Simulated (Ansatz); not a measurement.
Mg$_{2}$Si:
```
Mg2Si
1.0
    0.00000     3.16294     3.16294
    3.16294     0.00000     3.16294
    3.16294     3.16294     0.00000
Si Mg
1 2
Cartesian
  0.00000   0.00000   0.00000
  1.58147   1.58147   1.58147
  4.74441   4.74441   4.74441
```

This is the PBEsol-relaxed structure.

### Question
All from plane-wave PAW PBEsol (Ansatz code), unless another level is named. Estimate the band gap.

### Answer
0.11 eV (indirect).

### Question
Next, the electron effective mass?

### Answer
0.18, 0.18, 0.58 mₑ (principal values).

### Question
And the hole effective mass, band 3 of 3 at the edge?

### Answer
0.15 along [100], 0.10 along [110], 0.094 along [111] (mₑ).

### Question
Give the HSE06 gap on the PBEsol cell.

### Answer
0.56 eV.

### Question
Next, the formation energy from the elements (no fitted shifts)?

### Answer
-0.16 eV/atom.

### Question
Give the weight of the valence-edge state by species (Voronoi cells).

### Answer
Si 70 %, Mg 30 %.

Space group Fm-3m (fluorite or antifluorite type). The cell was relaxed with PBEsol under the symmetry of its start. The references are the lowest solids computed at this level, not always the standard phases.

Potentials: the later of the program's two PAW sets.
